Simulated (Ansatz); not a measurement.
Clean, relaxed (100) surface of TiN, space group Fm-3m (No. 225) (top face towards +c; atoms held fixed, by place in the list: 1, 2, 3, 4):

```yaml
crystal:
  lattice:
    - [2.97263, 0.00000, 0.00000]
    - [0.00000, 2.97263, 0.00000]
    - [0.00000, 0.00000, 23.30590]
  atoms:
    - { symbol: Ti, position: [0.50000, 0.50000, 0.36471] }
    - { symbol: N, position: [0.00000, 0.00000, 0.36471] }
    - { symbol: Ti, position: [0.00000, 0.00000, 0.45490] }
    - { symbol: N, position: [0.50000, 0.50000, 0.45490] }
    - { symbol: Ti, position: [0.50000, 0.50000, 0.54509] }
    - { symbol: N, position: [0.00000, 0.00000, 0.54562] }
    - { symbol: Ti, position: [0.00000, 0.00000, 0.63064] }
    - { symbol: N, position: [0.50000, 0.50000, 0.63756] }
```

The calculation used DFT PBEsol, scalar-relativistic, plane waves, PAW in Ansatz 0.2.0. Settings: cutoff 420 eV, Γ-centred mesh 10×10×1 on the computed 8-atom cell, Gaussian smearing of 0.10 eV; no spin polarisation. A dipole correction removes the field between periodic images along c.

N (atom) is adsorbed on the top face, one adsorbate per 8.8 Å², and relaxed from 3 starting sites (fractions of a and b). The adsorption energy is E(slab + adsorbate) − E(slab) − E(free adsorbate, spin-polarised where open-shell). Heights count from the highest slab atom after relaxation. Δφ is the top face's. Δp counts per cell along +c. Bonded neighbours lie within 1.25 times the sum of covalent radii (1.35 for H) and, on that scale, within 12 % of the closest. With the adsorbate the cell is lengthened along c to keep the vacuum.

```csv
start,ends at,E_ads (eV),height (Å),shortest contact,Δφ (eV),Δp (e·Å)
"top (N) at (0.50, 0.50)","(0.50, 0.50), 5 bonded neighbours (N and Ti)",-4.03,0.93,N–N 1.37 Å,+2.85,-0.145
"hollow (Ti-Ti) at (0.00, 0.50)","(0.00, 0.50), 2 bonded neighbours (Ti), largest slab move 0.7 Å",-2.71,1.18,N–Ti 1.90 Å,+4.77,-0.231
"bridge (N-Ti) at (0.25, 0.75)","(0.40, 0.60), 1 bonded neighbour (Ti)",-4.26,1.06,N–N 1.37 Å,+3.17,-0.154
```

Among the sites tried, the lowest end comes from the bridge (N-Ti) at (0.25, 0.75) start; other sites may lie lower.

Each end is the local minimum or symmetric point that its start leads to. The slab is only 6.3 Å thick, so the energies aren't converged with thickness.

For at least one of the starts the bottom face's work function also shifts by over 0.1 eV: the slab is too thin to screen the adsorbate, so the work functions aren't converged with thickness.

Spin polarisation was left out, and a magnetic state may lie lower.